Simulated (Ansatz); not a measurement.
Harmonic vibrational thermodynamics of C (diamond, Fd-3m) at fixed volume, plane-wave PAW PBE+D3(BJ) (Ansatz code). The rows extrapolate the 0 K crystal and know nothing of melting or changes of phase.

```csv
T (K),F_vib (meV/atom),S (J/K per mol of atoms),C_V (J/K per mol of atoms)
50,(withheld),0.0,(withheld)
100,181.2,0.1,0.2
200,180.9,0.8,2.4
300,(withheld),2.4,(withheld)
400,175.6,4.8,10.3
600,160.1,10.2,16.1
800,133.7,(withheld),(withheld)
1000,97.3,19.8,21.1
```

Problem. Some entries are withheld; supply them.

Solution. 
- 800, C_V (J/K per mol of atoms): 19.3
- 800, S (J/K per mol of atoms): 15.3
- 300, C_V (J/K per mol of atoms): 6.3
- 300, F_vib (meV/atom): 179.3
- 50, F_vib (meV/atom): 181.3
- 50, C_V (J/K per mol of atoms): 0.0

Symmetry was held in the PBE+D3(BJ) relaxation; phonons on a q-mesh show no instability. The volume moved by -27 % from the start of the relaxation.

Potentials: the later of the program's two PAW sets.
